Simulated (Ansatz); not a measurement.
Relaxation of a generated cell, Cr built in the AFLOW prototype A_aP4_2_aci; 4 atoms in the cell, which starts as P-1 (No. 2), aP4; a = 2.4827 Å, b = 2.9396 Å, c = 6.5886 Å, α = 85.70°, β = 89.06°, γ = 85.15°. Level of theory: PBEsol (plane waves to 420 eV, PAW, scalar-relativistic; Ansatz, an electronic-structure program). Γ-centred k-mesh 13×11×5 on the run's cell (coarser than for final values), Fermi–Dirac smearing 0.05 eV. This is the first round of the run. Spin-polarised start, with parallel moments on Cr.

The optimiser's lines from the output (shortened; P is positive under compression):

```
relax step   1: F+E_penalty+E_count = -13394.98917088 eV  Δ(F+E_penalty+E_count) = +0.000e0 eV  max|allowed force component| = 1.163e0 eV/Å  Δτ_max = 0.0000 Å  P = -5.643 GPa  Ω = 47.776 Å³  (16 SCF iters, dr2 threshold 1.00e-7 eV, accepted)
relax step   2: F+E_penalty+E_count = -13395.49592397 eV  Δ(F+E_penalty+E_count) = -5.068e-1 eV  max|allowed force component| = 7.962e-1 eV/Å  Δτ_max = 0.0884 Å  P = +0.784 GPa  Ω = 45.744 Å³  (12 SCF iters, dr2 threshold 4.00e-7 eV, accepted)
relax step   3: F+E_penalty+E_count = -13396.06023704 eV  Δ(F+E_penalty+E_count) = -5.643e-1 eV  max|allowed force component| = 6.173e-1 eV/Å  Δτ_max = 0.0897 Å  P = +4.217 GPa  Ω = 44.563 Å³  (13 SCF iters, dr2 threshold 4.00e-7 eV, accepted)
relax step   4: F+E_penalty+E_count = -13396.57489098 eV  Δ(F+E_penalty+E_count) = -5.147e-1 eV  max|allowed force component| = 4.199e-1 eV/Å  Δτ_max = 0.0725 Å  P = +5.342 GPa  Ω = 43.940 Å³  (14 SCF iters, dr2 threshold 4.00e-7 eV, accepted)
relax step   5: F+E_penalty+E_count = -13396.72320822 eV  Δ(F+E_penalty+E_count) = -1.483e-1 eV  max|allowed force component| = 2.441e-1 eV/Å  Δτ_max = 0.0614 Å  P = +4.233 GPa  Ω = 43.918 Å³  (13 SCF iters, dr2 threshold 4.00e-7 eV, accepted)
relax step   6: F+E_penalty+E_count = -13396.78531596 eV  Δ(F+E_penalty+E_count) = -6.211e-2 eV  max|allowed force component| = 1.783e-2 eV/Å  Δτ_max = 0.0333 Å  P = +0.864 GPa  Ω = 44.361 Å³  (13 SCF iters, dr2 threshold 4.00e-7 eV, accepted)
relax step   7: F+E_penalty+E_count = -13396.79294930 eV  Δ(F+E_penalty+E_count) = -7.633e-3 eV  max|allowed force component| = 1.096e-3 eV/Å  Δτ_max = 0.0014 Å  P = +0.000 GPa  Ω = 44.498 Å³  (8 SCF iters, dr2 threshold 4.00e-7 eV, accepted)
relax step   8: F+E_penalty+E_count = -13396.79308717 eV  Δ(F+E_penalty+E_count) = -1.379e-4 eV  max|allowed force component| = 3.198e-4 eV/Å  Δτ_max = 0.0001 Å  P = -0.010 GPa  Ω = 44.497 Å³  (7 SCF iters, dr2 threshold 3.20e-7 eV, accepted)
relax step   9: F+E_penalty+E_count = -13396.79308835 eV  Δ(F+E_penalty+E_count) = -1.187e-6 eV  max|allowed force component| = 6.615e-5 eV/Å  Δτ_max = 0.0000 Å  P = +0.002 GPa  Ω = 44.495 Å³  (11 SCF iters, dr2 threshold 1.84e-9 eV, accepted)
relax step  10: F+E_penalty+E_count = -13396.80567393 eV  Δ(F+E_penalty+E_count) = -1.259e-2 eV  max|allowed force component| = 5.888e-5 eV/Å  Δτ_max = 0.0000 Å  P = +0.652 GPa  Ω = 44.495 Å³  stress off target by 1.74e0 GPa  SCF on the basis re-selected at this cell (its energy is not comparable with the rows above)  (15 SCF iters)
relax step  11: F+E_penalty+E_count = -13396.80646920 eV  Δ(F+E_penalty+E_count) = -7.953e-4 eV  max|allowed force component| = 1.840e-3 eV/Å  Δτ_max = 0.0003 Å  P = -0.012 GPa  Ω = 44.599 Å³  (8 SCF iters, dr2 threshold 4.00e-7 eV, accepted)
relax step  12: F+E_penalty+E_count = -13396.80647152 eV  Δ(F+E_penalty+E_count) = -2.318e-6 eV  max|allowed force component| = 5.228e-5 eV/Å  Δτ_max = 0.0003 Å  P = -0.000 GPa  Ω = 44.597 Å³  (9 SCF iters, dr2 threshold 2.67e-9 eV, accepted)
relax step  13: F+E_penalty+E_count = -13396.80651960 eV  Δ(F+E_penalty+E_count) = -4.808e-5 eV  max|allowed force component| = 5.115e-5 eV/Å  Δτ_max = 0.0000 Å  P = -0.001 GPa  Ω = 44.597 Å³  stress off target by 1.85e-3 GPa  SCF on the basis re-selected at this cell (its energy is not comparable with the rows above)  (8 SCF iters)
```

From the first to the last row the energy changes by -0.45 eV/atom and the volume by -6.7 %. The last row is marked as not comparable with the walk above it, whose basis was carried along; it does compare with step 1, since both stand on a basis selected at the nominal cutoff for their own cell.

Later rounds, restarted from the end of this one on a renewed k-mesh, logged 8 more steps and released under 0.01 eV/atom more. The final structure after all rounds: Im-3m (No. 229), cI2, bcc (W type); a = b = c = 2.814 Å, α = β = γ = 90.00°. Between re-selections the logged energies stand on a plane-wave basis carried along with the cell. No spin polarisation in the result: the starting moments vanished. A magnetic state may lie lower.

The run could not lose the symmetry of its start.
